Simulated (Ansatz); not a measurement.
**Zincblende alloy of BeS and BeSe (6 of 32 S sites exchanged), 64 atoms**

Method: DFT, PBEsol, PAW, plane waves in Ansatz.

Command:

```sh
ansatz run in.yaml --threads 8 --pin off --max-ram 118750MiB --runs-dir r --events-out ev --progress --plain --backend cuda --devices 0,
```

The input less its lattice and atoms:

```yaml
crystal:
  symmetry: { detect: false }
kpoints:
  mp_grid: { grid: [1, 1, 1], shift: [0.25, 0.25, 0.25] }
hamiltonian:
  xc: pbesol
scf:
  occupations: { method: fermi_dirac, width: 0.01 }
relax:
  f_tol: 0.03
  max_steps: 80
  escape_saddle: false
  adjacent_minimum: "off"
  cell: { fix: [shape] }
output:
  forces: true
  eigenvalues: true
  populations: true
```

Start:

```xyz
64
Lattice="9.7865 0.0000 0.0000 0.0000 9.7865 0.0000 0.0000 0.0000 9.7865" Properties=species:S:1:pos:R:3 pbc="T T T"
Be    0.0252    9.7768    0.0138
Be    0.0118    9.7737    4.8733
Be    9.7752    4.9144    0.0247
Be    9.7793    4.8919    4.9107
Be    4.8691    0.0070    0.0260
Be    4.9130    9.7800    4.8735
Be    4.8959    4.9374    0.0055
Be    4.8758    4.8992    4.8905
Be    2.4488    2.4606    9.7750
Be    2.4510    2.4405    4.8581
Be    2.4630    7.3582    0.0199
Be    2.4413    7.3397    4.8665
Be    7.3568    2.4255    0.0586
Be    7.3317    2.4618    4.8646
Be    7.3192    7.3016    9.7612
Be    7.3440    7.3260    4.8501
Be    2.4517    0.0573    2.4565
Be    2.4599    9.7810    7.3383
Be    2.4658    4.8958    2.4519
Be    2.4382    4.9313    7.3573
Be    7.3798    9.7718    2.4400
Be    7.3485    9.7766    7.3457
Be    7.3166    4.8679    2.4425
Be    7.3951    4.8960    7.3371
Be    9.7774    2.4678    2.4253
Be    0.0003    2.4311    7.3110
Be    9.7856    7.3272    2.4136
Be    9.7793    7.3605    7.3088
Be    4.8925    2.4521    2.4440
Be    4.8994    2.4598    7.3598
Be    4.8901    7.3499    2.4272
Be    4.8864    7.3220    7.3278
S     1.2374    1.1814    1.2271
S     1.1979    1.2242    6.1168
S     6.1132    1.2363    1.2245
S     6.1495    1.2339    6.1123
S     6.1220    6.1236    1.2115
S     6.1379    6.0772    6.1231
S     3.6247    3.6595    1.2251
S     3.6653    3.6621    6.1299
S     3.6512    8.5552    1.2424
S     3.6782    8.5557    6.0972
S     8.5745    3.6710    1.2409
S     8.5480    8.5836    1.2260
S     3.6703    1.2286    3.6678
S     3.6610    1.2215    8.5635
S     3.6612    6.0918    3.6627
S     3.6695    6.1118    8.5722
S     8.5484    1.1760    8.5814
S     8.5558    6.1367    3.6505
S     8.5531    6.1164    8.5713
S     1.2337    3.6906    3.6296
S     1.2085    8.5730    3.6884
S     1.2080    8.5299    8.5550
S     6.1073    3.6888    3.6517
S     6.1024    3.6955    8.5757
S     6.1311    8.5265    3.6535
S     6.1083    8.5599    8.5888
Se    1.2336    6.1096    1.2188
Se    1.2053    6.1237    6.1197
Se    8.5635    3.6811    6.0993
Se    8.5635    8.5701    6.0847
Se    8.5739    1.2005    3.6798
Se    1.2044    3.6813    8.5564
```

Steps:

| step | energy less the first (eV) | largest force component (eV/Å) | pressure (GPa) |
| --- | --- | --- | --- |
| start | 0.000 | 1.467 | 0.33 |
| 1 | -0.993 | 0.569 | -0.12 |
| 2 | -1.158 | 0.028 | -0.05 |
| 3 | -1.158 | 0.028 | -0.05 |

A structure on the way, about -0.99 eV from the start:

```xyz
64
Lattice="9.7910 0.0000 0.0000 0.0000 9.7910 0.0000 0.0000 0.0000 9.7910" Properties=species:S:1:pos:R:3 pbc="T T T"
Be    0.0051    0.0035    0.0148
Be    0.0509    9.7763    4.8798
Be    9.7297    4.9061    0.0122
Be    9.7874    4.8900    4.8545
Be    4.8963    9.7907    0.0031
Be    4.8933    9.7854    4.8819
Be    4.9070    4.9127    9.7811
Be    4.8892    4.9035    4.8870
Be    2.5212    2.4197    0.0375
Be    2.4752    2.4338    4.8746
Be    2.4945    7.3852    9.7779
Be    2.4976    7.3867    4.8391
Be    7.3263    2.4253    0.0306
Be    7.2496    2.4329    4.8791
Be    7.2931    7.3284    9.7792
Be    7.2988    7.3213    4.8365
Be    2.4616    0.0423    2.4297
Be    2.4804    0.0002    7.3509
Be    2.4989    4.8641    2.4773
Be    2.5231    4.8977    7.3624
Be    7.3270    9.7377    2.4007
Be    7.3052    0.0423    7.3861
Be    7.3030    4.8696    2.4399
Be    7.3072    4.9362    7.3657
Be    0.0223    2.4952    2.3918
Be    0.0154    2.3692    7.3119
Be    9.7473    7.3748    2.4732
Be    0.0159    7.3531    7.4015
Be    4.9011    2.4290    2.4462
Be    4.8878    2.4637    7.3635
Be    4.8911    7.3502    2.4156
Be    4.8910    7.3541    7.3322
S     1.2404    1.2021    1.2154
S     1.2577    1.2036    6.1103
S     6.1052    1.2227    1.2183
S     6.0780    1.2244    6.1358
S     6.1071    6.1130    1.2128
S     6.0960    6.1248    6.1138
S     3.6959    3.6633    1.2397
S     3.6988    3.6581    6.1039
S     3.6832    8.5793    1.2223
S     3.6890    8.5797    6.1142
S     8.5383    3.6646    1.2248
S     8.5492    8.5670    1.2069
S     3.6749    1.2165    3.6627
S     3.6940    1.2101    8.5699
S     3.6945    6.1115    3.6583
S     3.7080    6.1337    8.5725
S     8.5548    1.2120    8.5949
S     8.5281    6.1203    3.6508
S     8.5161    6.1318    8.5915
S     1.2554    3.6603    3.6544
S     1.2504    8.5927    3.6637
S     1.2390    8.5883    8.5842
S     6.0876    3.6801    3.6484
S     6.1036    3.6692    8.5815
S     6.0876    8.5487    3.6510
S     6.1025    8.5680    8.5752
Se    1.2253    6.1367    1.2420
Se    1.2579    6.1306    6.1136
Se    8.5333    3.6730    6.1161
Se    8.5488    8.5659    6.1357
Se    8.5628    1.2163    3.6425
Se    1.2381    3.6396    8.5864
```

End:

```xyz
64
Lattice="9.7860 0.0000 0.0000 0.0000 9.7860 0.0000 0.0000 0.0000 9.7860" Properties=species:S:1:pos:R:3 pbc="T T T"
Be    9.7841    9.7835    0.0100
Be    0.0968    9.7830    4.8890
Be    9.6854    4.8927    0.0018
Be    9.7839    4.8902    4.7856
Be    4.8912    9.7844    9.7818
Be    4.8873    9.7838    4.8857
Be    4.8968    4.8920    0.0081
Be    4.8909    4.8927    4.8880
Be    2.5096    2.3899    0.0498
Be    2.4607    2.4411    4.8903
Be    2.5018    7.3901    9.7429
Be    2.5104    7.3923    4.8360
Be    7.3250    2.4432    0.0033
Be    7.2251    2.4388    4.8813
Be    7.3146    7.3457    0.0061
Be    7.2780    7.2912    4.8451
Be    2.4572    0.0035    2.4357
Be    2.4643    9.7839    7.3370
Be    2.5089    4.8493    2.4822
Be    2.5551    4.8873    7.3360
Be    7.2813    9.7349    2.3866
Be    7.2766    0.0440    7.3865
Be    7.3178    4.8865    2.4337
Be    7.2744    4.9422    7.3833
Be    0.0466    2.4895    2.3803
Be    9.7837    2.3363    7.3321
Be    9.7355    7.3981    2.4838
Be    9.7855    7.3375    7.4404
Be    4.8957    2.4348    2.4424
Be    4.8852    2.4460    7.3459
Be    4.8865    7.3321    2.4269
Be    4.8976    7.3528    7.3285
S     1.2423    1.2104    1.2211
S     1.2690    1.2107    6.1154
S     6.1003    1.2219    1.2102
S     6.0745    1.2233    6.1280
S     6.1108    6.1180    1.2222
S     6.0878    6.1192    6.1146
S     3.7007    3.6557    1.2348
S     3.7009    3.6566    6.1021
S     3.6865    8.5777    1.2209
S     3.6884    8.5776    6.1128
S     8.5330    3.6694    1.2237
S     8.5449    8.5644    1.2097
S     3.6764    1.2214    3.6651
S     3.6877    1.2107    8.5648
S     3.6991    6.1186    3.6635
S     3.7130    6.1335    8.5642
S     8.5458    1.2095    8.5911
S     8.5327    6.1201    3.6383
S     8.5188    6.1313    8.5900
S     1.2553    3.6557    3.6505
S     1.2567    8.5790    3.6524
S     1.2423    8.5901    8.5773
S     6.0865    3.6816    3.6530
S     6.0998    3.6695    8.5780
S     6.0869    8.5509    3.6518
S     6.0989    8.5667    8.5763
Se    1.2296    6.1306    1.2333
Se    1.2515    6.1299    6.1026
Se    8.5385    3.6696    6.1146
Se    8.5472    8.5649    6.1264
Se    8.5600    1.2224    3.6410
Se    1.2390    3.6470    8.5748
```

The run converged.

Time: 4.5 s of wall time on one NVIDIA GB300 with 8 processor threads, on a host shared with other runs; peak host memory 1.8 GiB.

**Question.** How much energy did the relaxation gain, and which atom moved most?

**Answer.** 1.16 eV in 3 steps, from a start with small random displacements; atom 24 (Be) moved 0.14 Å, the median atom 0.05 Å (drift of the whole cell removed).
